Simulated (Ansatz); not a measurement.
BaO:
Space group Fm-3m (No. 225); a = b = c = 5.5734 Å, α = β = γ = 90.00°

```
atom  site  symmetry       x       y       z
----  ----  --------  ------  ------  ------
Ba      4a      m-3m  0.0000  0.0000  0.0000
O       4b      m-3m  0.5000  0.5000  0.5000
```
(The calculation used a cell of 2 atoms; values per cell refer to that cell.)

Relaxed with PBE.

Question: Decompose the optical modes at the zone centre into irreducible representations, and say which are infrared and Raman allowed.

Answer: Point group m-3m: Γ_opt = T1u. Infrared: T1u. Raman: none.

Question: Assign frequencies (DFPT, the program Ansatz at the PBE level (PAW); without the LO–TO term).

Answer: T1u 71 cm⁻¹.

The cell was relaxed with PBE under the symmetry of its start; phonons on a q-mesh show no instability. Spin–orbit coupling is left out wherever it is not named.

Potentials: the later of the program's two PAW sets.
